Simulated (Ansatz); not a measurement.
All numbers below come from DFT PBE, scalar-relativistic, plane waves, PAW (Ansatz 0.2.0). Settings: cutoff 420 eV, Γ-centred meshes spaced at most about 0.3 Å⁻¹, and about 0.25 Å⁻¹ or finer for metals (2π included), Gaussian smearing. No spin polarisation in the final relaxations.

Temperature and zero-point effects are left out.

Compare these two cells of Al4Cl, each relaxed at this level.

A.

```xyz
5
Lattice="4.9815 0.0000 0.0000 -2.4907 4.3141 0.0000 0.0000 0.0000 5.2511" Properties=species:S:1:pos:R:3 pbc="T T T"
Al    0.0000    2.8761    1.3002
Al    2.4907    1.4380    1.3002
Al    0.0000    2.8761    3.9509
Al    2.4907    1.4380    3.9509
Cl    0.0000    0.0000    2.6255
```

B.

```xyz
5
Lattice="-1.9680 1.9680 6.5857 1.9680 -1.9680 6.5857 1.9680 1.9680 -6.5857" Properties=species:S:1:pos:R:3 pbc="T T T"
Al    1.9680    0.0000    3.2928
Al    0.0000    1.9680    3.2928
Al    0.0000    0.0000    5.2768
Al    0.0000    0.0000    7.8946
Cl    0.0000    0.0000    0.0000
```

**Question.** Which is lower in energy, and by how much?

**Answer.** B is lower, by 179 meV/atom. A has space group P6/mmm (No. 191), 22.6 Å³/atom and no gap on its mesh; B has space group I4/mmm (No. 139), 20.4 Å³/atom and no gap. Counting Al atoms around Cl (those within 1.25 times the shortest such distance or 1.15 times the sum of covalent radii, 1.27 where that leaves under three; a plus sign parts nearer from farther groups; the shortest distance is added where it exceeds 1.18 times the sum of covalent radii), A has Cl 12 from 3.2 Å and B has Cl 8+8 from 3.1 Å. The denser one is the lower, and pressure would at first widen the difference. Even the lower one lies +0.07 eV/atom against the reference forms of the elements (uncorrected), a margin that errors in the energy of the gaseous reference can exceed. In A, Al is surrounded by 2 Al at 2.60–2.65 Å, 3 Al at 2.88 Å and 3 Cl at 3.17 Å; Cl is surrounded by 12 Al at 3.17 Å (long against covalent radii, as for large ions). In B, Al on a site of symmetry -4m2 is surrounded by 8 Al at 2.78–2.79 Å; Al on a site of symmetry 4mm has 1 Al at 2.62 Å, 4 Al at 2.79 Å and 4 Cl at 3.08 Å; around Cl lie 8 Al at 3.08 Å and 8 Al at 3.84 Å. Both come from invented guesses.

Cells relaxed within their symmetry can be saddle points.
